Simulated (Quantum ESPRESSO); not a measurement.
```cif
data_C4Ca2
_chemical_formula_sum 'C4 Ca2'
_space_group_name_H-M_alt 'I4/mmm'
_space_group_IT_number 139
_space_group_name_Hall '-I 4 2'
_cell_length_a 3.70535
_cell_length_b 3.70535
_cell_length_c 6.14716
_cell_angle_alpha 90.000
_cell_angle_beta 90.000
_cell_angle_gamma 90.000
loop_
_atom_site_label
_atom_site_type_symbol
_atom_site_symmetry_multiplicity
_atom_site_Wyckoff_symbol
_atom_site_fract_x
_atom_site_fract_y
_atom_site_fract_z
_atom_site_occupancy
C1 C 4 e 0.00000 0.00000 0.39784 1
Ca1 Ca 2 a 0.00000 0.00000 0.00000 1
```
(The calculation used a cell of 3 atoms; values per cell refer to that cell.)

The PBEsol cell relaxed from Materials Project entry mp-2482 was given an isotropic strain of -3 % on all lattice vectors, and the atoms were relaxed again.

What does PBEsol (pw.x of Quantum ESPRESSO, ONCV potentials, scalar-relativistic) give for the electronic structure near the Fermi level?

The PBEsol gap is indirect, 0.67 eV, from 80 % of the way from Γ to Z to X; the smallest direct gap is 1.94 eV. 

The structure is a Materials Project entry; no match was found in the copy of COD used, and its stability was not checked.
